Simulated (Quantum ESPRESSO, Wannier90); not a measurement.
**HfN (rock salt): Wannier90 run**

```
begin unit_cell_cart
ang
    0.0000000000    2.2558600000    2.2558600000
    2.2558600000    0.0000000000    2.2558600000
    2.2558600000    2.2558600000    0.0000000000
end unit_cell_cart
begin atoms_frac
Hf   0.0000000000  0.0000000000  0.0000000000
N    0.5000000000  0.5000000000  0.5000000000
end atoms_frac
```

Structure: Materials Project mp-2828, symmetrised, not relaxed again. COD (Crystallography Open Database) has an entry of this formula and space group (matched by these alone). Level: PBEsol, spinors with spin-orbit coupling; pw.x of Quantum ESPRESSO at 68 Ry with PseudoDojo potentials, 8×8×8 k-points, Wannier90. Density: 12×12×12 mesh, cold smearing 0.01 Ry.

A tight-binding model is made by disentanglement and projection with no localisation steps (num_iter = 0), so the 16 orbitals stay atom-like: hydrogen-like Hf: d; N: p, axes along x, y, z; frozen window up to 1.49 eV relative to the Fermi level. It follows pw.x to 11 meV rms for states up to 1.0 eV relative to the Fermi level. Matrix elements depend on this choice of orbitals and windows.

The 45 largest hoppings ⟨m,0|H|n,R⟩ between different sites (one of each Hermitian pair; signs follow the real orbitals' lobes; the list may end inside a set of equal values):

```csv
m,n,R,distance of the centres (Å),t (eV),Im t (eV)
N2 pz↑,Hf1 dz2↑,0 0 1,2.26,2.567,0.000
N2 pz↓,Hf1 dz2↓,0 0 1,2.26,2.567,0.000
N2 pz↑,Hf1 dz2↑,1 1 0,2.26,-2.567,0.000
N2 pz↓,Hf1 dz2↓,1 1 0,2.26,-2.567,0.000
N2 py↑,Hf1 dx2-y2↑,0 1 0,2.26,-2.223,0.000
N2 py↓,Hf1 dx2-y2↓,0 1 0,2.26,-2.223,0.000
N2 px↑,Hf1 dx2-y2↑,0 1 1,2.26,-2.223,0.000
N2 px↓,Hf1 dx2-y2↓,0 1 1,2.26,-2.223,0.000
N2 px↑,Hf1 dx2-y2↑,1 0 0,2.26,2.223,0.000
N2 px↓,Hf1 dx2-y2↓,1 0 0,2.26,2.223,0.000
N2 py↑,Hf1 dx2-y2↑,1 0 1,2.26,2.223,0.000
N2 py↓,Hf1 dx2-y2↓,1 0 1,2.26,2.223,0.000
N2 py↑,Hf1 dz2↑,0 1 0,2.26,-1.283,0.000
N2 py↓,Hf1 dz2↓,0 1 0,2.26,-1.283,0.000
N2 px↑,Hf1 dz2↑,0 1 1,2.26,1.283,0.000
N2 px↓,Hf1 dz2↓,0 1 1,2.26,1.283,0.000
N2 px↑,Hf1 dz2↑,1 0 0,2.26,-1.283,0.000
N2 px↓,Hf1 dz2↓,1 0 0,2.26,-1.283,0.000
N2 py↑,Hf1 dz2↑,1 0 1,2.26,1.283,0.000
N2 py↓,Hf1 dz2↓,1 0 1,2.26,1.283,0.000
N2 px↑,Hf1 dxz↑,0 0 1,2.26,-1.238,0.000
N2 px↓,Hf1 dxz↓,0 0 1,2.26,-1.238,0.000
N2 py↑,Hf1 dyz↑,0 0 1,2.26,-1.238,0.000
N2 py↓,Hf1 dyz↓,0 0 1,2.26,-1.238,0.000
N2 pz↑,Hf1 dyz↑,0 1 0,2.26,-1.238,0.000
N2 pz↓,Hf1 dyz↓,0 1 0,2.26,-1.238,0.000
N2 px↑,Hf1 dxy↑,0 1 0,2.26,-1.238,0.000
N2 px↓,Hf1 dxy↓,0 1 0,2.26,-1.238,0.000
N2 pz↑,Hf1 dxz↑,0 1 1,2.26,1.238,0.000
N2 pz↓,Hf1 dxz↓,0 1 1,2.26,1.238,0.000
N2 py↑,Hf1 dxy↑,0 1 1,2.26,1.238,0.000
N2 py↓,Hf1 dxy↓,0 1 1,2.26,1.238,0.000
N2 pz↑,Hf1 dxz↑,1 0 0,2.26,-1.238,0.000
N2 pz↓,Hf1 dxz↓,1 0 0,2.26,-1.238,0.000
N2 py↑,Hf1 dxy↑,1 0 0,2.26,-1.238,0.000
N2 py↓,Hf1 dxy↓,1 0 0,2.26,-1.238,0.000
N2 pz↑,Hf1 dyz↑,1 0 1,2.26,1.238,0.000
N2 pz↓,Hf1 dyz↓,1 0 1,2.26,1.238,0.000
N2 px↑,Hf1 dxy↑,1 0 1,2.26,1.238,0.000
N2 px↓,Hf1 dxy↓,1 0 1,2.26,1.238,0.000
N2 px↑,Hf1 dxz↑,1 1 0,2.26,1.238,0.000
N2 px↓,Hf1 dxz↓,1 1 0,2.26,1.238,0.000
N2 py↑,Hf1 dyz↑,1 1 0,2.26,1.238,0.000
N2 py↓,Hf1 dyz↓,1 1 0,2.26,1.238,0.000
Hf1 dxy↑,Hf1 dxy↑,0 0 1,3.19,-1.031,0.000
```
